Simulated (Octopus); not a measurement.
Cu3N (Pm-3m, No. 221): Octopus summary

Cu3N (Pm-3m, No. 221):
```
Cu3N
1.0
    3.81471     0.00000     0.00000
    0.00000     3.81471     0.00000
    0.00000     0.00000     3.81471
Cu N
3 1
Direct
  0.00000   0.00000   0.50000
  0.50000   0.00000   0.00000
  0.00000   0.50000   0.00000
  0.00000   0.00000   0.00000
```
The cell is a database entry, not relaxed again.

Computed with Octopus (real-space grid): LDA, grid spacing about 0.15 Å, Γ-centred 6×6×6 k-mesh, Fermi-Dirac smearing of 0.03 eV, no spin polarisation, PseudoDojo 0.4 LDA potentials.

**Question.** What band gap does LDA give on the standard high-symmetry path?

**Answer.** 0.19 eV, from R to M; smallest direct gap on the path 0.69 eV. A grid finer by a fifth moves the gap between mesh points by 0.01 eV.
